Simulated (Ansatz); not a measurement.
## Calculated with Ansatz: SiO2, relaxation

Input:

```yaml
crystal:
  lattice:
    - [4.70590043, 0.0, 0.0]
    - [0.0, 4.70590043, 0.0]
    - [0.0, 0.0, 6.34321606]
  atoms:
    - { symbol: Si, position: [0.3316, 0.3316, 0.0] }
    - { symbol: Si, position: [0.1684, 0.8316, 0.25] }
    - { symbol: Si, position: [0.6684, 0.6684, 0.5] }
    - { symbol: Si, position: [0.8316, 0.1684, 0.75] }
    - { symbol: O, position: [0.2297, 0.1648, 0.2119] }
    - { symbol: O, position: [0.3352, 0.7297, 0.4619] }
    - { symbol: O, position: [0.7703, 0.8352, 0.7119] }
    - { symbol: O, position: [0.6648, 0.2703, 0.9619] }
    - { symbol: O, position: [0.7297, 0.3352, 0.5381] }
    - { symbol: O, position: [0.8352, 0.7703, 0.2881] }
    - { symbol: O, position: [0.2703, 0.6648, 0.0381] }
    - { symbol: O, position: [0.1648, 0.2297, 0.7881] }
  symmetry: { tolerance: 0.0003 }
kpoints:
  mp_grid: { grid: [6, 6, 4], shift: [0, 0, 0] }
magnetization:
  spin_polarized: false
scf:
  occupations: { method: fermi_dirac, width: 0.05 }
  lower_state_search: "off"
hamiltonian:
  pseudopotentials: { kind: paw }
  xc: r2scan
basis:
  ecutwfc: 500
  fft_grid_basis: typed
relax:
  max_steps: 80
  cell: { p_target: 0.0 }
  f_tol: 0.03
output:
  forces: true
  stress: true
  eigenvalues: true
  bader: true
  populations: true
  elf: true
  write_potential: true
  volumetric_format: npy
  dos:
    e_range: [-12, 8]
    de: 0.05
    projected: { site_lists: { O: [O], Si: [Si] } }
  write_density: true
checkpoint:
  read: saved_state
```

Launch command:

```bash
ansatz run input.yaml --threads 2 --pin off --max-ram 3584MiB --backend cpu --events-out ev --progress --plain --runs-dir out
```

Origin of the cell: a database entry, scaled a little.

The saved state is a converged single point of the same cell.

Steps («new basis» is an SCF on plane waves selected anew at the same cell):

| step | ΔF (meV/atom) | max force component (eV/Å) | P (GPa) | volume (Å³) | SCF iterations | step was |
| --- | --- | --- | --- | --- | --- | --- |
| 1 | 0.0 | 0.484 | 2.07 | 140.47 | 5 | accepted |
| 2 | -13.0 | 0.465 | 0.35 | 146.47 | 6 | accepted |
| 3 | -31.2 | 0.352 | -0.15 | 160.36 | 7 | accepted |
| 4 | -34.3 | 0.284 | -0.09 | 167.77 | 7 | accepted |
| 5 | -35.8 | 0.054 | -0.38 | 170.72 | 6 | accepted |
| 6 | -36.0 | 0.006 | 0.13 | 170.51 | 5 | accepted |
| 7 | -36.0 | 0.000 | 0.00 | 170.71 | 5 | accepted |
| 8 | -37.0 | 0.000 | 0.09 | 170.71 | 6 | new basis |
| 9 | -37.0 | 0.001 | 0.01 | 171.50 | 7 | accepted |
| 10 | -37.0 | 0.001 | 0.01 | 171.50 | 4 | new basis |

Before:

Space group P4_12_12 (No. 92); the run's cell has a = 4.706 Å, b = 4.706 Å, c = 6.343 Å, α = 90.00°, β = 90.00°, γ = 90.00°. Shortest distances: O–Si 1.61 Å, O–O 2.61 Å, Si–Si 2.94 Å.

After:

Space group P4_12_12 (No. 92); the run's cell has a = 4.980 Å, b = 4.980 Å, c = 6.916 Å, α = 90.00°, β = 90.00°, γ = 90.00°. Shortest distances: O–Si 1.61 Å, O–O 2.61 Å, Si–Si 3.08 Å.

```yaml
crystal:
  lattice:
    - [4.97989, 0.00000, 0.00000]
    - [0.00000, 4.97989, 0.00000]
    - [0.00000, 0.00000, 6.91568]
  atoms:
    - { symbol: Si, position: [0.30244, 0.30244, 0.00000] }
    - { symbol: Si, position: [0.19756, 0.80244, 0.25000] }
    - { symbol: Si, position: [0.69756, 0.69756, 0.50000] }
    - { symbol: Si, position: [0.80244, 0.19756, 0.75000] }
    - { symbol: O, position: [0.23818, 0.10920, 0.18140] }
    - { symbol: O, position: [0.39080, 0.73818, 0.43140] }
    - { symbol: O, position: [0.76182, 0.89080, 0.68140] }
    - { symbol: O, position: [0.60920, 0.26182, 0.93140] }
    - { symbol: O, position: [0.73818, 0.39080, 0.56860] }
    - { symbol: O, position: [0.89080, 0.76182, 0.31860] }
    - { symbol: O, position: [0.26182, 0.60920, 0.06860] }
    - { symbol: O, position: [0.10920, 0.23818, 0.81860] }
```

```yaml
Free_energy_lowered_by: 37.0 meV/atom
Volume_change: 22.09 %
Final_pressure: 0.01 GPa
Relaxation_steps_listed: 10
Formation_energy_elements_under_the_same_functional_gases_as_molecules_uncorrected: -3.015 eV/atom
Gap_on_the_mesh: 6.35 eV
```

Caveats: the relaxation held the start's symmetry, so the end may be a saddle point.

The run took 5.3 min on 2 threads of Arm Neoverse V1 (shared host), peak memory 0.78 GiB, from a saved density.
